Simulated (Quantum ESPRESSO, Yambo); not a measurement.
**Quasiparticle gap of SrCl₂**

```
SrCl2
1.0
    0.00000     3.45303     3.45303
    3.45303     0.00000     3.45303
    3.45303     3.45303     0.00000
Cl Sr
2 1
Direct
  0.75000   0.75000   0.75000
  0.25000   0.25000   0.25000
  0.00000   0.00000   0.00000
```

Cell and atoms were relaxed with PBEsol from Materials Project entry mp-23209, within its symmetry.

Starting point: PBEsol (Quantum ESPRESSO, PseudoDojo norm-conserving, 68 Ry, no spin-orbit coupling). G0W0 in Yambo: 4×4×4 Γ-centred k mesh, 152 bands and a 8 Ry block in the screening, 152 bands in G with the Bruneval-Gonze terminator, plasmon pole fitted at 27.2 eV.

```json
{
 "PBEsol gap along the band path": "5.26 eV",
 "PBEsol gap between the mesh's edge points (X → Γ)": "5.26 eV",
 "G0W0 gap between the same points": "7.70 eV",
 "PBEsol smallest direct gap on the mesh (at X)": "5.34 eV",
 "G0W0 direct gap at that point": "8.08 eV"
}
```

| k point | band | E PBEsol (eV) | E QP (eV) | shift (eV) | Z |
|---|---|---|---|---|---|
| Γ | VB | -0.35 | -2.21 | -1.85 | 0.81 |
| Γ | CB | 5.26 | 5.89 | 0.63 | 0.86 |
| X | VB | 0.00 | -1.81 | -1.81 | 0.81 |
| X | CB | 5.34 | 6.27 | 0.93 | 0.86 |

Energies count from the PBEsol valence-band maximum.

Nearest settings tried, and what they do to the gap: 115 bands in W, 115 bands in G: -18 meV; 6 Ry block (169 vectors against 229): -50 meV; 2×2×2 mesh: -51 meV. So the settings aren't converged at that level.
